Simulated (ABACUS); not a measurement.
A self-consistent single point of GaSb (F-43m, 8 atoms in the cell; from Materials Project mp-1156, changed as shown).

```
GaSb
1.0
    6.36324     0.00000     0.00000
    0.00000     6.36324     0.00000
    0.00000     0.00000     6.36324
Ga Sb
4 4
Direct
  0.00000   0.00000   0.00000
  0.00000   0.50000   0.50000
  0.50000   0.00000   0.50000
  0.50000   0.50000   0.00000
  0.25000   0.25000   0.25000
  0.25000   0.75000   0.75000
  0.75000   0.25000   0.75000
  0.75000   0.75000   0.25000
```

Level of theory: PBEsol, numerical atomic orbitals TZDP (confined pseudo-atomic orbitals with Gaussian additions; energy shift 0.003 Ry), PseudoDojo 0.4 standard norm-conserving PBEsol (tails mended) pseudopotentials in ABACUS.

ABACUS settings:

* **basis**: TZDP numerical atomic orbitals, energy shift 0.003 Ry
* **KPT**: Gamma 4 4 4 0 0 0
* **basis_type**: lcao
* **dft_functional**: PBESOL
* **ecutwfc**: 100 Ry
* **smearing_method**: fd
* **smearing_sigma**: 0.00734986 Ry
* **potentials**: PseudoDojo 0.4 standard norm-conserving PBEsol (tails mended)
* **symmetry**: 1
* **symmetry_prec**: 1e-05
* **ks_solver**: genelpa
* **scf_nmax**: 100
* **scf_thr**: 1.0e-07
* **mixing_type**: broyden

Results:

```
Quantity                                                   Value
------------------------------------------------  --------------
Number of valence electrons                                  112
Number of bands                                               68
Number of k-points after the program's reduction              10
Size of the basis                                            312
Number of SCF iterations                                       9
Free energy E − TS                                -18189.7138 eV
Fermi level (on the code's own zero)                     6.71 eV
Pressure                                               -4.42 GPa
```

Stress (GPa, positive for compression):
```
-4.42   0.00   0.00
 0.00  -4.42   0.00
 0.00   0.00  -4.42
```

For comparison: a first run was changed to give this one (lattice scaled by 1.02), and from it to this one the free energy goes up by 40.3 meV/atom and the pressure goes from -2.41 to -4.42 GPa.

The atom-centred basis is finite, which shifts total energies and pressures against plane waves. The structure comes from a collection of computed structures, made at another level of theory; the collection holds predicted forms beside known ones. Its lattice was then scaled. No clean gap shows at this smearing width and mesh (spacing up to 0.25 Å⁻¹); the mesh is coarse for partly filled bands, so the values carry mesh errors. Semi-local functionals can close small gaps.

Cost on one core: about 90 core-seconds (a rough figure).

The atomic orbitals were generated for these runs; they are not ABACUS's published sets and were checked against plane waves on a few crystals only.

“Tails mended”: in these copies of the files the far tail of each local potential was reset to the Coulomb form.
